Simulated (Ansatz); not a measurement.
## How far is PAW off for Bi?

```yaml
crystal:
  lattice:
    - [4.53900, -0.04539, -0.04539]
    - [-2.30881, 3.95358, -0.01661]
    - [-0.11829, -0.11829, 11.82900]
  atoms:
    - { symbol: Bi, position: [0.33333, 0.66667, 0.25000] }
    - { symbol: Bi, position: [0.66667, 0.33333, 0.75000] }
```

Atoms are numbered in the order listed.

The conventional cell has a = 4.500 Å, b = 4.539 Å, c = 11.830 Å, α = 88.86°, β = 88.43°, γ = 60.86°.

The cell comes from COD entry 9011614, which wasn't checked; take it as a given geometry. The listed cell was then made from it by scaling, straining or moving an atom.

No spin–orbit coupling, which matters for the heavy atoms here.

All numbers are computed: DFT, PBEsol, PAW with Ansatz's default frozen-core files, scalar-relativistic (Ansatz 0.2.0); DFT, PBEsol, all-electron LAPW, scalar-relativistic (Ansatz 0.2.0).

For PAW: a Γ-centred 9×9×3 k mesh, Fermi–Dirac smearing of 0.03 eV, cutoff 420 eV, no spin polarisation; the PAW files were made with PBE, and the program remakes their frozen cores for this functional. LAPW targets a basis error of 0.5 meV/atom. The Ansatz runs share mesh, smearing and spin set-up. Plane-wave (PAW) pressures include the program's estimate of the Pulay term.

Stress and pressure are positive in compression.

The change that made this cell: equal xy, yz and zx engineering shear strains of -2 %.

PAW results:

```json
{"quantity": "pressure (GPa)", "PAW": "-3.54"}
{"quantity": "stress xx (GPa)", "PAW": "-5.11"}
{"quantity": "stress zz (GPa)", "PAW": "-0.38"}
{"quantity": "stress xy (GPa)", "PAW": "-0.08"}
```

**Question.** What does all-electron LAPW give for the same quantities?

**Answer.** 
| quantity | LAPW |
| --- | --- |
| pressure (GPa) | -3.54 |
| stress xx (GPa) | -5.11 |
| stress zz (GPa) | -0.38 |
| stress xy (GPa) | -0.08 |
